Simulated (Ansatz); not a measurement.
A (001) slab of Pb (P6_3/mmc (No. 194)), 5 planes, outer planes Pb (top) and Pb (bottom), with 5 atoms (Pb5) in a surface cell of A = 10.693 Å², as cut from the bulk:

```yaml
crystal:
  lattice:
    - [3.51392, 0.00000, 0.00000]
    - [-1.75696, 3.04314, 0.00000]
    - [0.00000, 0.00000, 26.59399]
  atoms:
    - { symbol: Pb, position: [0.66667, 0.33333, 0.28202] }
    - { symbol: Pb, position: [0.33333, 0.66667, 0.39101] }
    - { symbol: Pb, position: [0.66667, 0.33333, 0.50000] }
    - { symbol: Pb, position: [0.33333, 0.66667, 0.60899] }
    - { symbol: Pb, position: [0.66667, 0.33333, 0.71798] }
```

The calculation used Ansatz 0.2.0, DFT r2SCAN, scalar-relativistic, plane waves, PAW. Settings: cutoff 500 eV, Γ-centred mesh 12×12×1 on the computed 5-atom cell, Gaussian smearing of 0.10 eV; no spin polarisation.

Against the same 5 atoms in the bulk, the slab as cut lies 0.520 eV higher and the relaxed slab 0.467 eV higher.

Question: Work out the surface energy before and after relaxation.

Answer: The slab has two faces, so γ = (E_slab − N·E_bulk)/(2A), the mean of both. As cut: 0.520/(2 × 10.693) = 0.0243 eV/Å², and 1 eV/Å² = 16.02 J/m², so γ = 0.39 J/m². Relaxed: 0.467/(2 × 10.693) = 0.0218 eV/Å² = 0.35 J/m². Relaxation recovers 10 % of the cost of cutting.

Question: What is the ideal work of this cut, per area?

Answer: Griffith's ideal work is 2γ: 0.78 J/m² if the new faces stay rigid, 0.70 J/m² if they relax. One thickness was run, 5 planes, so γ can still shift with it.

The reference crystal is a form of Pb, which isn't its usual structure.